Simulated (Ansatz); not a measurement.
In₂O₃ (bixbyite, Ia-3), DFT-PBEsol in the program Ansatz with PAW potentials. The conduction-band minimum lies at Γ, with 1 equivalent valley. Second derivatives d²E/dk² of the lowest band at one valley (eV·Å²), along Cartesian directions:

```
direction  d²E/dk²
---------  -------
[100]        45.34
[010]        45.34
[001]        45.34
[110]        45.35
[101]        45.35
[011]        45.35
```

Find the principal effective masses, the density-of-states mass and the conductivity mass.

Off-diagonal terms follow from H_xy = H[110] − (H_xx + H_yy)/2, and m*/mₑ = 7.620 eV·Å² over each eigenvalue: 0.17, 0.17, 0.17. One valley's DOS mass (m₁m₂m₃)^(1/3) = 0.17, conductivity mass 3/(Σ 1/mᵢ) = 0.17 mₑ.

What effective density of states Nc follows at 300 K for parabolic valleys?

Nc = 2.509e19 × 1 × (0.17)^(3/2) ≈ 1.8e18 cm⁻³.

The PBEsol relaxation kept the symmetry of its start. Spin–orbit coupling is left out wherever it is not named.

Potentials: the later of the program's two PAW sets.

Edges and masses are those of Kohn–Sham bands, whose gap is no quasiparticle gap.
